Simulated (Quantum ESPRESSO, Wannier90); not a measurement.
**Wannier functions of InGaAs2 (P-4m2)**

```
CELL_PARAMETERS angstrom
      4.22500     0.00000     0.00000
      0.00000     4.22500     0.00000
      0.00000     0.00000     5.96215
ATOMIC_POSITIONS crystal
  In 0.00000 0.00000 0.50000
  Ga 0.50000 0.50000 0.00000
  As 0.50000 0.00000 0.76848
  As 0.00000 0.50000 0.23152
```

Materials Project entry mp-1223781; symmetrised, unrelaxed at this level. Not found in the COD (Crystallography Open Database) copy used; not checked further. Level: LDA, no spin polarisation, no spin-orbit coupling; pw.x of Quantum ESPRESSO at 64 Ry with PseudoDojo potentials, 8×8×6 k-points, Wannier90. Density: 8×8×6 mesh, cold smearing 0.01 Ry. Spin-orbit coupling is left out although heavy elements are present.

Energies are relative to the Fermi level.

**Bands.** No gap over 0.05 eV opens at the Fermi level at this level of theory. 4 filled groups are cut off by gaps; the highest, bands 21–22, spans -11.99 to -9.94 eV and is As 4s 63 %, Ga 4p 11 %, In 5p 10 %.

**Model.** 16 functions (In sp, Ga sp, As sp) from bands 21-46, frozen to 1.50 eV, reach Ω_I = 25.18 Å² and follow pw.x to 1.8 meV rms (states up to 1.0 eV relative to the Fermi level).

**Frozen window.** Edge, Ω_I and misfit go -0.5 eV, 24.76 Å², 26 meV; 1.0 eV, 24.92 Å², 2.6 meV; 1.5 eV, 25.18 Å², 1.8 meV; 5.5 eV, 38.91 Å², 2.4 meV. Ω_I never falls as the edge rises, since each frozen state takes freedom from the choice of the smoothest subspace. The edges under the compared range leave its upper states unfrozen, and their misfit is the largest.

**No window.** Without a frozen window Ω_I drops to 24.14 Å² while the misfit grows to 86 meV: a small spread is no proof of good bands.

**Outer window.** The setting "outer window to 9.33 eV" raises Ω_I to 40.91 Å², as fewer states are left to mix in, and the misfit goes to 2.5 meV.

**Stops.** With the frozen window to 6.68 eV the program stops (More states in the frozen window than target WFs).
